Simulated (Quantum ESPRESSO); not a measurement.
**ZrO$_{2}$: magnetic shieldings**

```xyz
6
Lattice="3.6002 0.0000 0.0000 0.0000 3.6002 0.0000 0.0000 0.0000 5.2252" Properties=species:S:1:pos:R:3 pbc="T T T"
Zr     0.0000     0.0000     0.0000
Zr     1.8001     1.8001     2.6126
O      0.0000     1.8001     1.5768
O      0.0000     1.8001     4.1894
O      1.8001     0.0000     1.0358
O      1.8001     0.0000     3.6484
```
Geometry: a computed entry of the Materials Project; it was not checked against measured cells. It is ZrO2 in P4₂/nmc. Stability against distortions was not tested. The run has no spin polarisation.

These are absolute shieldings with no macroscopic susceptibility term; δ = σ_ref − σ needs a reference computed alike. By our sweeps, such settings leave a few ppm in absolute σ on light atoms and up to some 20 ppm from Zn on. Spin–orbit coupling is left out; its weight grows with the heaviest atom, Zr here.

Question: What do the calculations give at each independent site (shieldings by PBE GIPAW on JTH datasets (Quantum ESPRESSO, modified build), 22.5 Ha, k-mesh 5×5×4 shifted, f-sum rule met within 0.009 %)?

Answer: 
```csv
site,site symmetry,σ_iso (ppm)
"Zr (atoms 1, 2)",-4m2,1680
"O (atoms 3, 4, 5, 6)",2mm,-185
```
